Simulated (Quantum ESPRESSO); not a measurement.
## Mg3ClFS2 (one run as intended and one with a planted mistake)

A calculation, not a measurement. The program is pw.x of Quantum ESPRESSO 7.5 (plane-wave density functional theory). The cell is made up: 7 atoms on a zincblende/diamond lattice with one site empty, with randomly drawn elements, strain and displacements, not relaxed. PseudoDojo standard norm-conserving files (v0.5 for PBE, v0.4.1 for LDA and PBEsol) set the functional; there is no spin polarisation, spin-orbit coupling or dispersion term, and the masses in the input are unused placeholders.

Intended input:

```
&control calculation='scf', pseudo_dir='./dojo.nc.sr.pbe.v0_5.standard.upf', outdir='./o', disk_io='medium', tprnfor=.true., tstress=.true. /
&system ibrav=0, nat=7, ntyp=4, nbnd=34, ecutwfc=84.00895049, nosym=.true., tot_charge=0,
 occupations='smearing', smearing='fd', degauss=0.0018374661
/
&electrons conv_thr=7.350e-09, electron_maxstep=60, /
ATOMIC_SPECIES
Cl 1.0 Cl.upf
F 1.0 F.upf
Mg 1.0 Mg.upf
S 1.0 S.upf
CELL_PARAMETERS angstrom
5.375 0.0339 -0.0441
0.0339 5.3245 0.019
-0.0441 0.019 5.2521
ATOMIC_POSITIONS angstrom
Mg 0.0827 0.1981 0.0642
Mg -0.0074 2.6814 2.5849
Mg 2.7053 2.6945 -0.1563
Cl 1.3823 1.4068 1.3809
F 1.3656 4.108 3.9981
S 4.0965 1.3115 3.9753
S 4.0867 4.0771 1.3863
K_POINTS automatic
4 4 4 1 1 1
```

The log is shortened where brackets say so; the opening notice, blank lines, dates and the lines on written files are dropped, and the path of the files is cut. It prints rydbergs, bohrs and kilobars, and counts compression as positive stress. Where no state is partly filled, the Fermi energy that it prints is only some level between the filled and the empty states on the mesh, and need not lie in the true gap.

Log of the intended run:

```
     Program PWSCF v.7.5
     Parallel version (MPI & OpenMP), running on       1 processor cores
     Number of MPI processes:                 1
     Threads/MPI process:                     1
     [start-up lines left out]
     bravais-lattice index     =            0
     lattice parameter (alat)  =      10.1578  a.u.
     unit-cell volume          =    1014.2237 (a.u.)^3
     number of atoms/cell      =            7
     number of atomic types    =            4
     number of electrons       =        56.00
     number of Kohn-Sham states=           34
     kinetic-energy cutoff     =      84.0090  Ry
     charge density cutoff     =     336.0358  Ry
     scf convergence threshold =      7.3E-09
     mixing beta               =       0.7000
     number of iterations used =            8  plain     mixing
     Exchange-correlation= PBE
                           (   1   4   3   4   0   0   0)
     [axes and pseudopotential details left out]
   Cartesian axes
     site n.     atom                  positions (alat units)
         1        Mg     tau(   1) = (   0.0153852   0.0368538   0.0119435  )
         2        Mg     tau(   2) = (  -0.0013767   0.4988384   0.4808859  )
         3        Mg     tau(   3) = (   0.5032847   0.5012755  -0.0290775  )
         4        Cl     tau(   4) = (   0.2571583   0.2617162   0.2568979  )
         5        F      tau(   5) = (   0.2540515   0.7642381   0.7437927  )
         6        S      tau(   6) = (   0.7620987   0.2439869   0.7395511  )
         7        S      tau(   7) = (   0.7602756   0.7584896   0.2579025  )
     number of k points=    32  Fermi-Dirac smearing, width (Ry)=  0.0018
                       cart. coord. in units 2pi/alat
        k(    1) = (   0.1252733   0.1249361   0.1285318), wk =   0.0625000
        k(    2) = (   0.1273786   0.1240096   0.3844165), wk =   0.0625000
     [further k points left out]
     Dense  grid:   105475 G-vectors     FFT dimensions: (  60,  60,  60)
     Estimated max dynamical RAM per process >     127.01 MB
     Initial potential from superposition of free atoms
     starting charge      55.9975, renormalised to      56.0000
     Starting wfcs are   31 randomized atomic wfcs +    3 random wfcs
     total cpu time spent up to now is        7.4 secs
     per-process dynamical memory:    88.8 Mb
     Self-consistent Calculation
     iteration #  1     ecut=    84.01 Ry     beta= 0.70
     Davidson diagonalization with overlap
     ethr =  1.00E-02,  avg # of iterations =  6.5
     total cpu time spent up to now is       26.9 secs
     total energy              =    -482.86255304 Ry
     estimated scf accuracy    <       0.67579735 Ry
     iteration #  2     ecut=    84.01 Ry     beta= 0.70
     Davidson diagonalization with overlap
     ethr =  1.21E-03,  avg # of iterations =  2.8
     total cpu time spent up to now is       40.6 secs
     total energy              =    -483.01461272 Ry
     estimated scf accuracy    <       0.39696119 Ry
     [iterations 3 to 8 left out]
     iteration #  9     ecut=    84.01 Ry     beta= 0.70
     Davidson diagonalization with overlap
     ethr =  2.58E-10,  avg # of iterations =  2.5
     total cpu time spent up to now is      162.8 secs
     total energy              =    -483.10979582 Ry
     estimated scf accuracy    <          9.9E-09 Ry
     iteration # 10     ecut=    84.01 Ry     beta= 0.70
     Davidson diagonalization with overlap
     ethr =  1.76E-11,  avg # of iterations =  2.1
     total cpu time spent up to now is      183.8 secs
     End of self-consistent calculation
     [lines on levels left out]
     the Fermi energy is     4.4058 ev
!    total energy              =    -483.10979582 Ry
     estimated scf accuracy    <          1.4E-09 Ry
     smearing contrib. (-TS)   =      -0.00000000 Ry
     internal energy E=F+TS    =    -483.10979582 Ry
     The total energy is F=E-TS. E is the sum of the following terms:
     one-electron contribution =    -356.09455963 Ry
     hartree contribution      =     181.49549063 Ry
     xc contribution           =     -80.58252201 Ry
     ewald contribution        =    -227.92820482 Ry
     convergence has been achieved in  10 iterations
     Forces acting on atoms (cartesian axes, Ry/au):
     atom    1 type  3   force =     0.01321216   -0.12415731    0.00716071
     atom    2 type  3   force =    -0.00301695    0.02677892    0.07289345
     atom    3 type  3   force =     0.01107028    0.07262266   -0.00473394
     atom    4 type  1   force =     0.07329109   -0.00713581    0.01687951
     atom    5 type  2   force =    -0.01328742   -0.03865116    0.03023410
     atom    6 type  4   force =    -0.04582725    0.03459089   -0.07857153
     atom    7 type  4   force =    -0.03544190    0.03595181   -0.04386230
     Total force =     0.222113     Total SCF correction =     0.000078
     Computing stress (Cartesian axis) and pressure
          total   stress  (Ry/bohr**3)                   (kbar)     P=       54.10
   0.00029838  -0.00019127   0.00013808           43.89      -28.14       20.31
  -0.00019127   0.00036035  -0.00009305          -28.14       53.01      -13.69
   0.00013808  -0.00009305   0.00044448           20.31      -13.69       65.39
     init_run     :      7.04s CPU      7.23s WALL (       1 calls)
     electrons    :    168.42s CPU    176.45s WALL (       1 calls)
     forces       :      3.49s CPU      3.54s WALL (       1 calls)
     stress       :     13.27s CPU     13.36s WALL (       1 calls)
     [timing details left out]
     PWSCF        :   3m12.45s CPU   3m20.96s WALL
     JOB DONE.
```

A second run has one planted mistake: the k-point mesh is too coarse. The input lines that differ, file-writing options aside:

```
- 4 4 4 1 1 1
+ 1 1 1 1 1 1
```

Its log:

```
     Program PWSCF v.7.5
     Parallel version (MPI & OpenMP), running on       1 processor cores
     Number of MPI processes:                 1
     Threads/MPI process:                     1
     [start-up lines left out]
     bravais-lattice index     =            0
     lattice parameter (alat)  =      10.1578  a.u.
     unit-cell volume          =    1014.2237 (a.u.)^3
     number of atoms/cell      =            7
     number of atomic types    =            4
     number of electrons       =        56.00
     number of Kohn-Sham states=           34
     kinetic-energy cutoff     =      84.0090  Ry
     charge density cutoff     =     336.0358  Ry
     scf convergence threshold =      7.3E-09
     mixing beta               =       0.7000
     number of iterations used =            8  plain     mixing
     Exchange-correlation= PBE
                           (   1   4   3   4   0   0   0)
     [axes and pseudopotential details left out]
   Cartesian axes
     site n.     atom                  positions (alat units)
         1        Mg     tau(   1) = (   0.0153852   0.0368538   0.0119435  )
         2        Mg     tau(   2) = (  -0.0013767   0.4988384   0.4808859  )
         3        Mg     tau(   3) = (   0.5032847   0.5012755  -0.0290775  )
         4        Cl     tau(   4) = (   0.2571583   0.2617162   0.2568979  )
         5        F      tau(   5) = (   0.2540515   0.7642381   0.7437927  )
         6        S      tau(   6) = (   0.7620987   0.2439869   0.7395511  )
         7        S      tau(   7) = (   0.7602756   0.7584896   0.2579025  )
     number of k points=     1  Fermi-Dirac smearing, width (Ry)=  0.0018
                       cart. coord. in units 2pi/alat
        k(    1) = (  -0.5010931  -0.4997443  -0.5141271), wk =   2.0000000
     Dense  grid:   105475 G-vectors     FFT dimensions: (  60,  60,  60)
     Estimated max dynamical RAM per process >     127.01 MB
     Initial potential from superposition of free atoms
     starting charge      55.9975, renormalised to      56.0000
     Starting wfcs are   31 randomized atomic wfcs +    3 random wfcs
     total cpu time spent up to now is        1.4 secs
     per-process dynamical memory:    76.7 Mb
     Self-consistent Calculation
     iteration #  1     ecut=    84.01 Ry     beta= 0.70
     Davidson diagonalization with overlap
     ethr =  1.00E-02,  avg # of iterations =  4.0
     total cpu time spent up to now is        2.0 secs
     total energy              =    -482.74541807 Ry
     estimated scf accuracy    <       0.76806537 Ry
     iteration #  2     ecut=    84.01 Ry     beta= 0.70
     Davidson diagonalization with overlap
     ethr =  1.37E-03,  avg # of iterations =  5.0
     total cpu time spent up to now is        2.6 secs
     total energy              =    -482.93131940 Ry
     estimated scf accuracy    <       0.37049275 Ry
     [iterations 3 to 8 left out]
     iteration #  9     ecut=    84.01 Ry     beta= 0.70
     Davidson diagonalization with overlap
     ethr =  1.20E-10,  avg # of iterations =  3.0
     total cpu time spent up to now is        6.7 secs
     total energy              =    -483.01974333 Ry
     estimated scf accuracy    <          8.7E-09 Ry
     iteration # 10     ecut=    84.01 Ry     beta= 0.70
     Davidson diagonalization with overlap
     ethr =  1.55E-11,  avg # of iterations =  2.0
     total cpu time spent up to now is        7.3 secs
     End of self-consistent calculation
     [lines on levels left out]
     the Fermi energy is     5.8054 ev
!    total energy              =    -483.01974333 Ry
     estimated scf accuracy    <          3.6E-10 Ry
     smearing contrib. (-TS)   =       0.00000000 Ry
     internal energy E=F+TS    =    -483.01974333 Ry
     The total energy is F=E-TS. E is the sum of the following terms:
     one-electron contribution =    -356.12437357 Ry
     hartree contribution      =     181.74445479 Ry
     xc contribution           =     -80.71161974 Ry
     ewald contribution        =    -227.92820482 Ry
     convergence has been achieved in  10 iterations
     Forces acting on atoms (cartesian axes, Ry/au):
     atom    1 type  3   force =     0.00902984   -0.12401272    0.00663399
     atom    2 type  3   force =    -0.00696386    0.02666191    0.07234975
     atom    3 type  3   force =     0.01340358    0.07352728   -0.00366312
     atom    4 type  1   force =     0.06703273   -0.00276006    0.01469287
     atom    5 type  2   force =    -0.01377623   -0.04060702    0.03205611
     atom    6 type  4   force =    -0.03625293    0.04285401   -0.07149683
     atom    7 type  4   force =    -0.03247313    0.02433660   -0.05057278
     Total force =     0.217136     Total SCF correction =     0.000045
     Computing stress (Cartesian axis) and pressure
          total   stress  (Ry/bohr**3)                   (kbar)     P=       77.07
   0.00038280  -0.00018652   0.00013937           56.31      -27.44       20.50
  -0.00018652   0.00056482  -0.00008586          -27.44       83.09      -12.63
   0.00013937  -0.00008586   0.00062415           20.50      -12.63       91.82
     init_run     :      1.30s CPU      1.36s WALL (       1 calls)
     electrons    :      5.32s CPU      5.89s WALL (       1 calls)
     forces       :      0.23s CPU      0.25s WALL (       1 calls)
     stress       :      0.62s CPU      0.66s WALL (       1 calls)
     [timing details left out]
     PWSCF        :      7.55s CPU      8.27s WALL
     JOB DONE.
```

|  | intended run | run with the mistake |
| --- | --- | --- |
| free energy (eV) | -6573.044 | -6571.818 |
| smearing term -TS (eV) | 0.0000 | 0.0000 |
| pressure (GPa) | 5.41 | 7.71 |
| largest force component (eV/Å) | 3.192 | 3.188 |
| largest change of a force component (eV/Å) |  | 0.299 |
| iterations | 10 | 10 |

For scale, a rerun of the intended cell at 1437 eV and a 6 x 6 x 6 mesh moved values by no more than 0.003 eV in energy, 0.02 GPa in stress and 0.011 eV/Å in force.